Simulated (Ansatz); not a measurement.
This cell of Zn (hcp, Mg type) is off equilibrium:

```
Zn
1.0
    5.29343     0.00000     0.00000
   -1.32336     2.29212     0.00000
    2.64671     0.00000     4.67807
Zn
4
Direct
  0.79167   0.63140   0.75000
  0.29167   0.70193   0.75000
  0.20833   0.33333   0.25000
  0.70833   0.33333   0.25000
```

Calculation: r2SCAN (plane waves to 500 eV, PAW, scalar-relativistic; Ansatz, a quantum-chemistry and plane-wave program). k mesh 20×20×20 (Γ-centred), Fermi-Dirac smearing 0.05 eV. Compression counts positive. With partly filled bands, energies and forces of such displacements shift with the k mesh and the smearing. The PAW data are Ansatz's earlier set. Zn was relaxed with its symmetry unable to fall.

What forces act on the atoms (eV/Å, Cartesian)?


```csv
atom,Fx,Fy,Fz
Zn1,-0.160,0.261,0.000
Zn2,0.146,-0.269,0.000
Zn3,0.007,0.004,0.000
Zn4,0.007,0.004,0.000
```

(A displaced cell: forces are minus the slopes of the energy, force constants its curvatures, and phonons follow from these.)
